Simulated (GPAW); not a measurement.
# Moving the functional in CsLiCr2Te2S3

```yaml
crystal:
  lattice:
    - [3.31929, 1.91639, 6.87982]
    - [-3.31929, 1.91639, 6.87982]
    - [0.00000, -3.83279, 6.87982]
  atoms:
    - { symbol: Cs, position: [0.00000, 0.00000, 0.00000] }
    - { symbol: Li, position: [0.50000, 0.50000, 0.50000] }
    - { symbol: Cr, position: [0.79848, 0.79848, 0.79848] }
    - { symbol: Cr, position: [0.20152, 0.20152, 0.20152] }
    - { symbol: Te, position: [0.67990, 0.67990, 0.67990] }
    - { symbol: Te, position: [0.32010, 0.32010, 0.32010] }
    - { symbol: S, position: [0.13626, 0.86374, 0.50000] }
    - { symbol: S, position: [0.50000, 0.13626, 0.86374] }
    - { symbol: S, position: [0.86374, 0.50000, 0.13626] }
```

The cell comes from a database or a generator and needn't be the stable form of this composition.

Kept alike: task band structure; k mesh 4 × 4 × 4; occupations fermi-dirac, width 0.05 eV; collinear spin, ferromagnetic start. Program: GPAW, potentials by row: PAW data sets generated for this functional (AM05, PBEsol, PW91); the program's PAW data sets (release 1.2.1) made for this functional (LDA, RPBE, revPBE); GPAW PAW data sets (gpaw-data 1.2.1) (PBE, SCAN), cutoff 800 eV. The mesh is that of the run's cell of 9 atoms. No spin-orbit coupling.

| functional | pressure (GPa) | largest site moment (μB) |
| --- | --- | --- |
| AM05 | -1.28 | 2.20 |
| LDA | -3.95 | 2.08 |
| PBE | 0.19 | 2.24 |
| PBEsol | -1.92 | 2.20 |
| PW91 | -0.03 | 2.23 |
| RPBE | 2.13 | 2.30 |
| SCAN | -0.18 | 2.60 |
| revPBE | 1.68 | 2.28 |

Pressure is positive in compression; the values hold the error of the finite cutoff, so their zero can differ a little from the energy's minimum. For a metal such a mesh leaves the last digits unconverged. The runs hold the magnetic state that their start led to, which needn't be the lowest. Site moments count inside each atom's sphere or projector.

What does the functional change here?

The pressure runs from -3.95 (LDA) to 2.13 GPa (RPBE). From PBE: AM05 -1.47; LDA -4.14; PBEsol -2.11; PW91 -0.22; RPBE +1.94; SCAN -0.37; revPBE +1.49. A positive pressure means that the functional's own cell is larger than the one given, a negative one that it is smaller. The largest site moment runs from 2.08 (LDA) to 2.60 μB (SCAN). From PBE: AM05 -0.04; LDA -0.16; PBEsol -0.04; PW91 -0.01; RPBE +0.06; SCAN +0.36; revPBE +0.04.
